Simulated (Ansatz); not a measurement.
A generator proposed this cell of BaZnH4.

```
Ba Zn H
1.0
     4.21978    0.00000    0.00000
     0.00000    4.21978    0.00000
     0.00000    0.00000    6.63530
Ba Zn H
1 1 4
Direct
  0.50000 0.50000 0.50000
  0.00000 0.00000 0.00000
  0.00000 0.00000 0.67881
  0.50000 0.00000 0.00000
  0.00000 0.50000 0.00000
  0.00000 0.00000 0.32119
```

Method: DFT PBE, scalar-relativistic, plane waves, PAW (Ansatz). Settings: cutoff 420 eV, Γ-centred mesh 4×4×4 on the computed 6-atom cell, Gaussian smearing of 0.10 eV; no spin polarisation.

Energies over the elements count from the elements' standard structures at the same level (H₂ as a molecule), with no fitted energy shifts.

**Question.** What does a single point on this coarse mesh give?

**Answer.** The pressure is -8.9 GPa (the mean over three directions, positive in compression), the largest force is 0.34 eV/Å, and the energy is +0.20 eV/atom against the elements. The shortest distance is 2.11 Å.

**Question.** Is it a good guess?

**Answer.** A rough one: relaxing gains about 0.33 eV/atom (the start's value is from the coarse mesh, so the gain is rough) in 17 ionic steps and ends at −0.13 eV/atom on the finer mesh. The symmetry stays P4/mmm (No. 123). The volume per atom shrinks by 39.0 %, from 19.7 to 12.0 Å³. The shortest distance goes from 2.11 Å (Zn–H) to 1.65 Å (Zn–H). The ratio c/a of the conventional cell changes by a factor of 0.85. Conventional cell: a = 3.778 Å, c = 5.051 Å. Ba is surrounded by 8 H at 2.81 Å, 8 H at 3.15 Å and 8 Zn at 3.68 Å; Zn is surrounded by 2 H at 1.65 Å, 4 H at 1.89 Å, 2 H at 3.40 Å and 8 Ba at 3.68 Å; around H on a site of symmetry 4mm lie 1 Zn at 1.65 Å, 1 H at 1.74 Å, 4 H at 2.51 Å and 4 Ba at 2.81 Å; 1 more site not described.

The last run used a 10×10×8 mesh (in the run's order of axes) for its 6-atom cell and Gaussian smearing of 0.10 eV. With hydrogen, zero-point motion can shift formation energies by some tens of meV/atom. The relaxation can't lower the symmetry of the start, and the grade says only how near the guess is to its own end. Symmetry constrained the relaxation, so the result can be a saddle point.
